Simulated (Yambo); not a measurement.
G0W0@LDA for KBH₄ (space group P2_1/m, No. 11, within 0.06 Å of P4_2/nmc) in Yambo. Reference settings: 2×2×2 Γ-centred k mesh, 197 bands and a 7 Ry block in the screening, 197 bands in G with the Bruneval-Gonze terminator, plasmon pole fitted at 27.2 eV. The LDA gap Γ → (-0.5, -0.5, 0) on this mesh is 5.64 eV; G0W0 gaps are taken between the same points.

The settings were changed. The gap went from 8.95 eV to 8.93 eV, and the shift of the valence edge from -1.93 eV to -1.83 eV.

Question: What was changed between the two runs?
A) no point-group symmetry
B) 70 bands in G, no terminator
C) no terminator
D) wavefunctions cut at 25 Ry

Answer: C, no terminator. The others gave (gap, valence shift): 70 bands in G, no terminator: 8.82, -1.43 eV; wavefunctions cut at 25 Ry: 8.94, -1.92 eV; no point-group symmetry: 8.95, -1.93 eV.

Geometry of the Materials Project entry, not relaxed at this level; primitive cell a = 4.6634 Å, b = 4.6777 Å, c = 6.5486 Å, α = 90.00°, β = 90.07°, γ = 90.00°.

The structure is a Materials Project entry; no match was found in the copy of COD used, and its stability was not checked.

A shift is the quasiparticle energy of the state minus its LDA energy.
